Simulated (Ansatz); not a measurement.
## BaCdSbF: input and output

The input, for Ansatz 0.2.0 (plane waves, PAW):

```yaml
crystal:
  lattice:
    - [4.553358, 0.0, 0.0]
    - [0.0, 4.553358, 0.0]
    - [0.0, 0.0, 9.685035]
  atoms:
    - { symbol: Ba, position: [0.25, 0.25, 0.35865] }
    - { symbol: Ba, position: [0.75, 0.75, 0.64135] }
    - { symbol: Cd, position: [0.25, 0.75, 0.0] }
    - { symbol: Cd, position: [0.75, 0.25, 0.0] }
    - { symbol: Sb, position: [0.25, 0.25, 0.81486] }
    - { symbol: Sb, position: [0.75, 0.75, 0.18514] }
    - { symbol: F, position: [0.25, 0.75, 0.5] }
    - { symbol: F, position: [0.75, 0.25, 0.5] }
  symmetry: { tolerance: 0.0003 }
kpoints:
  mp_grid: { grid: [8, 8, 4], shift: [0, 0, 0] }
  band_path:
    path:
      - [0.0, 0.0, 0.0]
      - [0.0, 0.5, 0.0]
      - [0.5, 0.5, 0.0]
      - [0.0, 0.0, 0.0]
      - [0.0, 0.0, 0.5]
      - [0.0, 0.5, 0.5]
      - [0.5, 0.5, 0.5]
      - [0.0, 0.0, 0.5]
    npoints: 7
magnetization:
  spin_polarized: false
scf:
  occupations: { method: fermi_dirac }
  lower_state_search: "off"
  max_iter: 200
hamiltonian:
  pseudopotentials: { kind: paw }
  xc: mr2scan
basis:
  ecutwfc: 500
  fft_grid_basis: typed
output:
  forces: true
  stress: true
  eigenvalues: true
  bader: true
  populations: true
  elf: true
  write_potential: true
  volumetric_format: npy
  dos:
    e_range: [-12, 8]
    de: 0.05
    projected: { site_lists: { Ba: [Ba], Cd: [Cd], F: [F], Sb: [Sb] } }
checkpoint:
  read: saved_state
```

The run starts from an earlier solution of this cell. 

Parts of the output:

```
Pseudopotentials: kind: paw
Pseudopotential: Ba, paw, valence charge 10, recommended cutoff 500 eV (meta_gga), Ba.paw.azcp
Pseudopotential: Cd, paw, valence charge 20, recommended cutoff 500 eV (meta_gga), Cd.paw.azcp
Pseudopotential: Sb, paw, valence charge 15, recommended cutoff 500 eV (meta_gga), Sb.paw.azcp
Pseudopotential: F, paw, valence charge 7, recommended cutoff 500 eV (meta_gga), F.paw.azcp
Functional definition: m-r2SCAN
  exchange = m_r2scan_x
  correlation = m_r2scan_c
Crystal: 8 atoms, lattice volume = 200.800 Å³
Basis set: ecut = 500 eV, 5159 PW (Γ), exchange–correlation on 144×144×288 points (64 copies of the dense FFT grid, shifted against one another)
Bands: 63, of which v1, the nominal top of the filled ones, is band 52 counted from 1 (51 counted from 0)
Symmetry: 16 space group operations
Space group: P4/nmm (ITA 129), of the structure as read, at distance tolerance 1.8e-3 Å
k-points: 45 of 256
Initial density: read from a saved state, or passed on in memory by an earlier SCF of this step, an earlier step, the calling program or the single point that the run made first
Functional: x = mr2scan, c = mr2scan; τ floored in thin density (d = 2e-4 eV/Å³)
SCF iter   1: F=-43093.4262 eV  Δρ=7.43e-4  dr2=2.64e-3  dr2_τ=5.26e-4
SCF iter   2: F=-43093.4277 eV  Δρ=4.16e-4  dr2=3.77e-4  dr2_τ=5.75e-5
SCF iter   3: F=-43093.4278 eV  Δρ=1.39e-4  dr2=3.89e-5  dr2_τ=3.22e-6
SCF iter   4: F=-43093.4280 eV  Δρ=3.66e-5  dr2=2.56e-6  dr2_τ=1.82e-7
SCF iter   5: F=-43093.4280 eV  Δρ=1.81e-5  dr2=4.97e-7  dr2_τ=4.23e-8
SCF iter   6: F=-43093.4280 eV  Δρ=8.10e-6  dr2=8.82e-8  dr2_τ=7.99e-9
Free energy (F): -43093.4280 eV
Harris-Foulkes:  -43093.4280 eV  (|F-HF|=3.89e-8)
Internal energy: -43093.4255 eV  (E = F + TS)
E sigma→0 (E₀):  -43093.4267 eV
Entropy (-TS):   -0.0025 eV (-0.310 meV/atom)
Fermi energy:    10.5751 eV
--- Forces (eV/Å), atoms counted from 1 ---
  atom   1  Ba     0.0000     0.0000    -0.0245
  atom   2  Ba     0.0000     0.0000     0.0245
  atom   3  Cd     0.0000     0.0000     0.0000
  atom   4  Cd     0.0000     0.0000     0.0000
  atom   5  Sb     0.0000     0.0000    -0.1983
  atom   6  Sb     0.0000     0.0000     0.1983
  atom   7  F      0.0000     0.0000     0.0000
  atom   8  F      0.0000     0.0000     0.0000
--- Stress (GPa, compression-positive) ---
        2.2130       0.0000       0.0000
        0.0000       2.2130       0.0000
        0.0000       0.0000       1.9132
  P = ⅓ Tr σ = 2.1130 GPa (21.130 kbar)
--- Löwdin populations: 8 sites ---
  site symbol       q [e]
     0     Ba      8.3113
     1     Ba      8.3113
     2     Cd     18.8799
     3     Cd     18.8799
     4     Sb     16.5109
     5     Sb     16.5109
     6      F      7.7989
     7      F      7.7989
  spilling = 0.0096 (of n_electrons = 104.0000)
--- Bader charges: 8 sites ---
  site symbol  charge [e]  shift [e]
     0     Ba      1.5507     0.0000
     1     Ba      1.5507     0.0000
     2     Cd      0.2908     0.0000
     3     Cd      0.2908     0.0000
     4     Sb     -0.9725     0.0000
     5     Sb     -0.9725     0.0000
     6      F     -0.8690     0.0000
     7      F     -0.8690     0.0000
```

Origin: a database entry at a rescaled volume. Caveats: m-r2SCAN is r2SCAN with a changed spin dependence that lowers moments.
